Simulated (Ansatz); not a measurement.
LiF:
```xyz
2
Lattice="2.5163 0.0000 0.0000 0.0000 2.5163 0.0000 0.0000 0.0000 2.5163" Properties=species:S:1:pos:R:3 pbc="T T T"
Li     0.0000     0.0000     0.0000
F      1.2581     1.2581     1.2581
```

Relaxed with r²SCAN.

**Question.** Map the valence electron density (e/Å³), cut off at 3 on the plane through (0.000, 0.000, 0.000) spanned by u = [1, 0, 0] and v = [0, 1, 1] in lattice vectors, from r²SCAN (plane waves, PAW; program Ansatz).

**Answer.** x is the fraction of u, y of v (the angle between them is 90°; rows are the nearest grid lines); atoms in the plane: Li at (0.00, 0.00), F at (0.50, 0.50).
```
|99940000000004999|
|99920000000002999|
|86300000000000368|
|10000000000000001|
|00000000000000000|
|00000112221100000|
|00001246764210000|
|00013699999631000|
|00024999999942000|
|00125999999952100|
|00024999999942000|
|00013699999631000|
|00001246764210000|
|00000112221100000|
|00000000000000000|
|10000000000000001|
|86300000000000368|
|99920000000002999|
|99940000000004999|
```
Scale: ten equal steps from 0.037 (start of '0') to 3.00 (end of '9'), in the order '0123456789'; x runs from 0.000 to 1.00, y from 0.000 (bottom) to 1.00 (top).

The density is the valence pseudo-density with augmentation charge, so density and ELF within about 1 Å of a nucleus are not all-electron values.

Space group Pm-3m (CsCl type). The first step of the workflow began from a Materials Project structure, measured or hypothetical; the Crystallography Open Database copy checked does not list it. It is not the phase usual at ambient conditions (space group No. 225). Symmetry was held in the r²SCAN relaxation. At this level the phase is dynamically unstable (imaginary phonons).

Potentials: the later of the program's two PAW sets.
